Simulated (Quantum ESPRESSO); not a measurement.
## Hf3TaO7N (one run as intended and one with a planted mistake)

Simulated, not a measurement. The program is pw.x of Quantum ESPRESSO 7.5 (plane-wave density functional theory). The cell is made up: 12 atoms on a fluorite lattice, with randomly drawn elements, strain and displacements, not relaxed. PseudoDojo standard norm-conserving files (v0.5 for PBE, v0.4.1 for LDA and PBEsol) set the functional; there is no spin polarisation, spin-orbit coupling or dispersion term, and the masses in the input are unused placeholders.

The hafnium pseudopotential is less sure than the others, with forces about 3 percent (worst 6) and pressure in oxides about 1.5 GPa (worst 2.7) from a second method in checks, which no rerun with the same files tests.

Intended input:

```
&control calculation='scf', pseudo_dir='./dojo.nc.sr.pbe.v0_5.standard.upf', outdir='./o', disk_io='medium', tprnfor=.true., tstress=.true. /
&system ibrav=0, nat=12, ntyp=4, nbnd=54, ecutwfc=84.00895049, nosym=.true., tot_charge=0,
 occupations='smearing', smearing='fd', degauss=0.0018374661
/
&electrons conv_thr=7.350e-09, electron_maxstep=60, /
ATOMIC_SPECIES
Hf 1.0 Hf.upf
N 1.0 N.upf
O 1.0 O.upf
Ta 1.0 Ta.upf
CELL_PARAMETERS angstrom
5.1343 0.0165 0.057
0.0165 5.0496 0.0017
0.057 0.0017 5.175
ATOMIC_POSITIONS angstrom
Hf 0.0515 0.0266 0.0237
Hf 0.0857 2.5824 2.6421
Ta 2.5452 -0.0265 2.6306
Hf 2.5191 2.4929 0.1139
O 1.3216 1.2754 1.2463
O 1.295 1.3048 3.8892
O 1.3349 3.9424 1.3144
O 1.3721 3.7499 3.9628
O 3.8395 1.2823 1.3113
N 3.8598 1.287 3.9744
O 3.833 3.8241 1.3017
O 3.9355 3.894 3.8035
K_POINTS automatic
4 4 4 1 1 1
```

The log is shortened where brackets say so; the opening notice, blank lines, dates and the lines on written files are dropped, and the path of the files is cut. It prints rydbergs, bohrs and kilobars, and counts compression as positive stress. Where no state is partly filled, the Fermi energy that it prints is only some level between the filled and the empty states on the mesh, and need not lie in the true gap.

Log of the intended run:

```
     Program PWSCF v.7.5
     Parallel version (MPI & OpenMP), running on       1 processor cores
     Number of MPI processes:                 1
     Threads/MPI process:                     1
     [start-up lines left out]
     bravais-lattice index     =            0
     lattice parameter (alat)  =       9.7031  a.u.
     unit-cell volume          =     905.2895 (a.u.)^3
     number of atoms/cell      =           12
     number of atomic types    =            4
     number of electrons       =        96.00
     number of Kohn-Sham states=           54
     kinetic-energy cutoff     =      84.0090  Ry
     charge density cutoff     =     336.0358  Ry
     scf convergence threshold =      7.3E-09
     mixing beta               =       0.7000
     number of iterations used =            8  plain     mixing
     Exchange-correlation= PBE
                           (   1   4   3   4   0   0   0)
     [axes and pseudopotential details left out]
   Cartesian axes
     site n.     atom                  positions (alat units)
         1        Hf     tau(   1) = (   0.0100299   0.0051805   0.0046157  )
         2        Hf     tau(   2) = (   0.0166905   0.5029366   0.5145635  )
         3        Ta     tau(   3) = (   0.4956917  -0.0051610   0.5123238  )
         4        Hf     tau(   4) = (   0.4906086   0.4855060   0.0221827  )
         5        O      tau(   5) = (   0.2573889   0.2483912   0.2427238  )
         6        O      tau(   6) = (   0.2522084   0.2541170   0.7574431  )
         7        O      tau(   7) = (   0.2599791   0.7678041   0.2559866  )
         8        O      tau(   8) = (   0.2672240   0.7303137   0.7717771  )
         9        O      tau(   9) = (   0.7477638   0.2497350   0.2553829  )
        10        N      tau(  10) = (   0.7517173   0.2506503   0.7740363  )
        11        O      tau(  11) = (   0.7464979   0.7447645   0.2535132  )
        12        O      tau(  12) = (   0.7664603   0.7583780   0.7407526  )
     number of k points=    32  Fermi-Dirac smearing, width (Ry)=  0.0018
                       cart. coord. in units 2pi/alat
        k(    1) = (   0.1232399   0.1266612   0.1226262), wk =   0.0625000
        k(    2) = (   0.1204860   0.1265867   0.3707069), wk =   0.0625000
     [further k points left out]
     Dense  grid:    94223 G-vectors     FFT dimensions: (  60,  60,  60)
     Estimated max dynamical RAM per process >     166.75 MB
     Initial potential from superposition of free atoms
     starting charge      95.9935, renormalised to      96.0000
     Starting wfcs are   72 randomized atomic wfcs
     total cpu time spent up to now is       30.7 secs
     per-process dynamical memory:   102.6 Mb
     Self-consistent Calculation
     iteration #  1     ecut=    84.01 Ry     beta= 0.70
     Davidson diagonalization with overlap
     ethr =  1.00E-02,  avg # of iterations =  2.0
     total cpu time spent up to now is       84.0 secs
     total energy              =    -719.67167862 Ry
     estimated scf accuracy    <       5.21931821 Ry
     iteration #  2     ecut=    84.01 Ry     beta= 0.70
     Davidson diagonalization with overlap
     ethr =  5.44E-03,  avg # of iterations =  6.1
     total cpu time spent up to now is      163.7 secs
     total energy              =    -717.95226130 Ry
     estimated scf accuracy    <      23.46314798 Ry
     [iterations 3 to 15 left out]
     iteration # 16     ecut=    84.01 Ry     beta= 0.70
     Davidson diagonalization with overlap
     ethr =  2.35E-11,  avg # of iterations =  2.0
     total cpu time spent up to now is     1265.3 secs
     total energy              =    -722.31423008 Ry
     estimated scf accuracy    <          7.4E-09 Ry
     iteration # 17     ecut=    84.01 Ry     beta= 0.70
     Davidson diagonalization with overlap
     ethr =  7.70E-12,  avg # of iterations =  4.8
     total cpu time spent up to now is     1325.8 secs
     End of self-consistent calculation
     [lines on levels left out]
     the Fermi energy is    13.9232 ev
!    total energy              =    -722.31423008 Ry
     estimated scf accuracy    <          2.9E-10 Ry
     smearing contrib. (-TS)   =      -0.00000000 Ry
     internal energy E=F+TS    =    -722.31423008 Ry
     The total energy is F=E-TS. E is the sum of the following terms:
     one-electron contribution =    -114.71414171 Ry
     hartree contribution      =     113.19632526 Ry
     xc contribution           =    -180.06607158 Ry
     ewald contribution        =    -540.73034205 Ry
     convergence has been achieved in  17 iterations
     Forces acting on atoms (cartesian axes, Ry/au):
     atom    1 type  1   force =    -0.11229524    0.05506056   -0.05518716
     atom    2 type  1   force =    -0.10762494   -0.05790681    0.03839082
     atom    3 type  4   force =     0.15203635    0.06934907    0.07474398
     atom    4 type  1   force =     0.11015095   -0.03600558   -0.06946537
     atom    5 type  3   force =    -0.01215824    0.02158751    0.04603840
     atom    6 type  3   force =     0.01029966   -0.04296127   -0.04204697
     atom    7 type  3   force =    -0.00902493   -0.03587055    0.05508999
     atom    8 type  3   force =     0.01002560    0.03878051   -0.04236542
     atom    9 type  3   force =     0.00401358   -0.01699690    0.05357351
     atom   10 type  2   force =    -0.02832974    0.00874523   -0.04524472
     atom   11 type  3   force =    -0.00366988    0.00034632    0.00492795
     atom   12 type  3   force =    -0.01342317   -0.00412807   -0.01845500
     Total force =     0.328323     Total SCF correction =     0.000052
     Computing stress (Cartesian axis) and pressure
          total   stress  (Ry/bohr**3)                   (kbar)     P=      -64.40
  -0.00058856  -0.00009628  -0.00004047          -86.58      -14.16       -5.95
  -0.00009628   0.00002684  -0.00008190          -14.16        3.95      -12.05
  -0.00004047  -0.00008190  -0.00075168           -5.95      -12.05     -110.58
     init_run     :     28.91s CPU     30.45s WALL (       1 calls)
     electrons    :   1259.21s CPU   1295.14s WALL (       1 calls)
     forces       :     14.59s CPU     14.79s WALL (       1 calls)
     stress       :     55.45s CPU     57.34s WALL (       1 calls)
     [timing details left out]
     PWSCF        :  22m38.64s CPU  23m18.86s WALL
     JOB DONE.
```

A second run has one planted mistake: the cell and the positions are scaled by a wrong factor. The input lines that differ, file-writing options aside:

```
- 5.1343 0.0165 0.057
+ 5.1656 0.0166 0.0573
- 0.0165 5.0496 0.0017
+ 0.0166 5.0804 0.0017
- 0.057 0.0017 5.175
+ 0.0573 0.0017 5.2066
- Hf 0.0515 0.0266 0.0237
+ Hf 0.0518 0.0268 0.0238
- Hf 0.0857 2.5824 2.6421
+ Hf 0.0862 2.5982 2.6582
- Ta 2.5452 -0.0265 2.6306
+ Ta 2.5607 -0.0267 2.6466
- Hf 2.5191 2.4929 0.1139
+ Hf 2.5345 2.5081 0.1146
- O 1.3216 1.2754 1.2463
+ O 1.3297 1.2832 1.2539
- O 1.295 1.3048 3.8892
+ O 1.3029 1.3128 3.9129
- O 1.3349 3.9424 1.3144
+ O 1.343 3.9664 1.3224
- O 1.3721 3.7499 3.9628
+ O 1.3805 3.7728 3.987
- O 3.8395 1.2823 1.3113
+ O 3.8629 1.2901 1.3193
- N 3.8598 1.287 3.9744
+ N 3.8833 1.2949 3.9986
- O 3.833 3.8241 1.3017
+ O 3.8564 3.8474 1.3096
- O 3.9355 3.894 3.8035
+ O 3.9595 3.9178 3.8267
```

Its log:

```
     Program PWSCF v.7.5
     Parallel version (MPI & OpenMP), running on       4 processor cores
     Number of MPI processes:                 4
     Threads/MPI process:                     1
     [start-up lines left out]
     bravais-lattice index     =            0
     lattice parameter (alat)  =       9.7622  a.u.
     unit-cell volume          =     921.9596 (a.u.)^3
     number of atoms/cell      =           12
     number of atomic types    =            4
     number of electrons       =        96.00
     number of Kohn-Sham states=           54
     kinetic-energy cutoff     =      84.0090  Ry
     charge density cutoff     =     336.0358  Ry
     scf convergence threshold =      7.3E-09
     mixing beta               =       0.7000
     number of iterations used =            8  plain     mixing
     Exchange-correlation= PBE
                           (   1   4   3   4   0   0   0)
     [axes and pseudopotential details left out]
   Cartesian axes
     site n.     atom                  positions (alat units)
         1        Hf     tau(   1) = (   0.0100272   0.0051878   0.0046071  )
         2        Hf     tau(   2) = (   0.0166862   0.5029477   0.5145622  )
         3        Ta     tau(   3) = (   0.4956886  -0.0051685   0.5123168  )
         4        Hf     tau(   4) = (   0.4906170   0.4855066   0.0221837  )
         5        O      tau(   5) = (   0.2573973   0.2483960   0.2427243  )
         6        O      tau(   6) = (   0.2522094   0.2541258   0.7574414  )
         7        O      tau(   7) = (   0.2599718   0.7677976   0.2559842  )
         8        O      tau(   8) = (   0.2672309   0.7303214   0.7717853  )
         9        O      tau(   9) = (   0.7477626   0.2497317   0.2553841  )
        10        N      tau(  10) = (   0.7517115   0.2506608   0.7740308  )
        11        O      tau(  11) = (   0.7465043   0.7447622   0.2535064  )
        12        O      tau(  12) = (   0.7664620   0.7583899   0.7407552  )
     number of k points=    32  Fermi-Dirac smearing, width (Ry)=  0.0018
                       cart. coord. in units 2pi/alat
        k(    1) = (   0.1232411   0.1266610   0.1226263), wk =   0.0625000
        k(    2) = (   0.1204895   0.1265870   0.3707045), wk =   0.0625000
     [further k points left out]
     Dense  grid:    95883 G-vectors     FFT dimensions: (  60,  60,  60)
     Estimated max dynamical RAM per process >     248.26 MB
     Estimated total dynamical RAM >     922.82 MB
     Initial potential from superposition of free atoms
     starting charge      95.9935, renormalised to      96.0000
     Starting wfcs are   72 randomized atomic wfcs
     total cpu time spent up to now is        4.2 secs
     per-process dynamical memory:   184.9 Mb
     Self-consistent Calculation
     iteration #  1     ecut=    84.01 Ry     beta= 0.70
     Davidson diagonalization with overlap
     ethr =  1.00E-02,  avg # of iterations =  2.0
     total cpu time spent up to now is        9.5 secs
     total energy              =    -719.61676161 Ry
     estimated scf accuracy    <       5.27807001 Ry
     iteration #  2     ecut=    84.01 Ry     beta= 0.70
     Davidson diagonalization with overlap
     ethr =  5.50E-03,  avg # of iterations =  6.1
     total cpu time spent up to now is       17.9 secs
     total energy              =    -717.74987329 Ry
     estimated scf accuracy    <      24.85486015 Ry
     [iterations 3 to 15 left out]
     iteration # 16     ecut=    84.01 Ry     beta= 0.70
     Davidson diagonalization with overlap
     ethr =  2.27E-11,  avg # of iterations =  2.3
     total cpu time spent up to now is      110.8 secs
     total energy              =    -722.30470719 Ry
     estimated scf accuracy    <          7.5E-09 Ry
     iteration # 17     ecut=    84.01 Ry     beta= 0.70
     Davidson diagonalization with overlap
     ethr =  7.83E-12,  avg # of iterations =  4.7
     total cpu time spent up to now is      117.1 secs
     End of self-consistent calculation
     [lines on levels left out]
     the Fermi energy is    13.6143 ev
!    total energy              =    -722.30470720 Ry
     estimated scf accuracy    <          8.4E-10 Ry
     smearing contrib. (-TS)   =      -0.00000000 Ry
     internal energy E=F+TS    =    -722.30470720 Ry
     The total energy is F=E-TS. E is the sum of the following terms:
     one-electron contribution =    -119.33722994 Ry
     hartree contribution      =     114.37139818 Ry
     xc contribution           =    -179.88720875 Ry
     ewald contribution        =    -537.45166668 Ry
     convergence has been achieved in  17 iterations
     Forces acting on atoms (cartesian axes, Ry/au):
     atom    1 type  1   force =    -0.10803676    0.05467030   -0.05280632
     atom    2 type  1   force =    -0.10478257   -0.05560683    0.04054398
     atom    3 type  4   force =     0.14917493    0.06551816    0.07281220
     atom    4 type  1   force =     0.10617480   -0.03812450   -0.06580659
     atom    5 type  3   force =    -0.01066168    0.02208927    0.04260765
     atom    6 type  3   force =     0.00913587   -0.04205859   -0.04107990
     atom    7 type  3   force =    -0.00826594   -0.03347129    0.05395474
     atom    8 type  3   force =     0.00949570    0.03784310   -0.04148894
     atom    9 type  3   force =     0.00295157   -0.01677514    0.05045366
     atom   10 type  2   force =    -0.02809678    0.00871783   -0.04320860
     atom   11 type  3   force =    -0.00445539    0.00096093    0.00495811
     atom   12 type  3   force =    -0.01263375   -0.00376324   -0.02093996
     Total force =     0.318740     Total SCF correction =     0.000035
     Computing stress (Cartesian axis) and pressure
          total   stress  (Ry/bohr**3)                   (kbar)     P=     -103.94
  -0.00085388  -0.00008309  -0.00004735         -125.61      -12.22       -6.97
  -0.00008309  -0.00025423  -0.00007889          -12.22      -37.40      -11.60
  -0.00004735  -0.00007889  -0.00101169           -6.97      -11.60     -148.82
     init_run     :      3.82s CPU      4.04s WALL (       1 calls)
     electrons    :    112.17s CPU    112.97s WALL (       1 calls)
     forces       :      1.45s CPU      1.49s WALL (       1 calls)
     stress       :      4.75s CPU      4.93s WALL (       1 calls)
     [timing details left out]
     PWSCF        :   2m 2.33s CPU   2m 3.65s WALL
     JOB DONE.
```

```
                                            intended run  run with the mistake
                          free energy (eV)     -9827.586             -9827.456
                    smearing term -TS (eV)        0.0000                0.0000
                            pressure (GPa)         -6.44                -10.39
            largest force component (eV/Å)         3.909                 3.835
largest change of a force component (eV/Å)                               0.109
                                iterations            17                    17
```

For scale, a rerun of the intended cell at 1437 eV and a 6 x 6 x 6 mesh moved values by no more than 0.002 eV in energy, 0.05 GPa in stress and 0.010 eV/Å in force.